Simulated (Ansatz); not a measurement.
KIO$_{3}$:
```
KIO3
1.0
    3.08428     1.78071     2.60939
   -3.08428     1.78071     2.60939
    0.00000    -3.56142     2.60939
K I O
1 1 3
Direct
  0.00570   0.00570   0.00570
  0.50879   0.50879   0.50879
  0.54801   0.54801   0.09459
  0.09459   0.54801   0.54801
  0.54801   0.09459   0.54801
```

x, y and z are the axes in which the lattice vectors are written.

Q: Give the high-frequency dielectric tensor and the Born effective charge tensors of the independent atoms from DFPT, PBEsol (plane waves, PAW; program Ansatz).

A: 
ε∞:
```
4.31  0.00  0.00
0.00  4.31  0.00
0.00  0.00  3.66
```
Z* of atom 1 (K), rows: field, columns: displacement, in e:
```
1.26  0.00  0.00
0.00  1.26  0.00
0.00  0.00  1.20
```
Z* of atom 2 (I), rows: field, columns: displacement, in e:
```
4.57  0.00  0.00
0.00  4.57  0.00
0.00  0.00  3.37
```
Z* of atom 3 (O), rows: field, columns: displacement, in e:
```
-0.96   0.00   0.00
 0.00  -2.93   1.39
 0.00   0.67  -1.53
```

Static charges for comparison (Bader): K1 +0.87, I2 +2.54, O3 -1.14 e. Born charges measure polarisation by displacement and can exceed these by far.

Space group R3m. The first step of the workflow began from a Materials Project structure, measured or hypothetical; the Crystallography Open Database files this formula in space group No. 160, but the cells were not matched. Whether it is the stable phase at ambient conditions was not checked. The cell was relaxed with PBEsol under the symmetry of its start; whether a distortion lowers the energy is not shown. Spin–orbit coupling is left out wherever it is not named.

Potentials: the later of the program's two PAW sets.
